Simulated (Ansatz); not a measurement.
H:
```cif
data_H4
_chemical_formula_sum 'H4'
_space_group_name_H-M_alt 'I4/mmm'
_space_group_IT_number 139
_space_group_name_Hall '-I 4 2'
_cell_length_a 2.82339
_cell_length_b 2.82339
_cell_length_c 3.85080
_cell_angle_alpha 90.000
_cell_angle_beta 90.000
_cell_angle_gamma 90.000
loop_
_atom_site_label
_atom_site_type_symbol
_atom_site_symmetry_multiplicity
_atom_site_Wyckoff_symbol
_atom_site_fract_x
_atom_site_fract_y
_atom_site_fract_z
_atom_site_occupancy
H1 H 4 e 0.00000 0.00000 0.10011 1
```
(The calculation used a cell of 2 atoms; values per cell refer to that cell.)

This is the LDA-relaxed structure.

Problem. All from LDA in the plane-wave PAW code Ansatz, unless another level is named. Estimate the smallest direct gap on the standard path.

Solution. 7.73 eV.

Problem. What about the conduction-band minimum?

Solution. at N (4 equivalent valleys).

Problem. Next, the valence-band maximum?

Solution. at M.

The first step of the workflow began from a Materials Project structure, measured or hypothetical; the Crystallography Open Database copy checked does not list it. It is not the usual solid phase (space group No. 194). Symmetry was held in the LDA relaxation; whether a distortion lowers the energy is not shown. The substance is a gas or liquid at ambient conditions. A crystal of weakly bound units computed without a dispersion correction: the cell and the soft elastic constants depend strongly on that.

Potentials: the later of the program's two PAW sets.
